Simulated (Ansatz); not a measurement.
# NaPt2: reading a single point

```
Pt Na
1.0
     0.00000    3.77693    3.77693
     3.77693    0.00000    3.77693
     3.77693    3.77693    0.00000
Pt Na
4 2
Cartesian
  3.7769 3.7769 3.7769
  3.7769 1.8885 1.8885
  1.8885 1.8885 3.7769
  1.8885 3.7769 1.8885
  0.9442 0.9442 0.9442
  6.6096 6.6096 6.6096
```

The numbers come from plane-wave PAW DFT (Ansatz): PBEsol, no spin polarisation, 420 eV, 8×8×8 Γ-centred k points, gaussian occupations (width 0.2139 eV). Nothing was relaxed.

**Charges.** Bader charges in e: Na +0.82, Pt -0.41. In the mean Na gives up most and Pt takes most.
**At the Fermi level.** It is a metal, with about 2.6 states/eV a cell as the mean within 0.25 eV of the Fermi level, mostly Pt d (87 %).
**Stress.** The pressure is -3.9 GPa (compression positive), so with the atoms held at these fractions the cell would first shrink.
**Formation energy.** -0.28 eV an atom against the elements' usual phases (free molecules for gases, crystals otherwise, with no correction for O₂ or N₂), so it is bound against them; other compounds may still compete. Relaxing would lower it.
**Contacts.** Pt–Pt at 2.67 Å: least valence density 0.46 e/Å³ and ELF 0.32 there. Pt–Na at 3.13 Å: least valence density 0.07 e/Å³ and ELF 0.04 there. Na–Na at 3.27 Å: least valence density 0.03 e/Å³ and ELF 0.03 there, so no covalent bond. These are pseudo-fields; inside the PAW spheres they differ from the all-electron ones.

Origin: a database entry at a rescaled volume. Caveats: wide smearing.
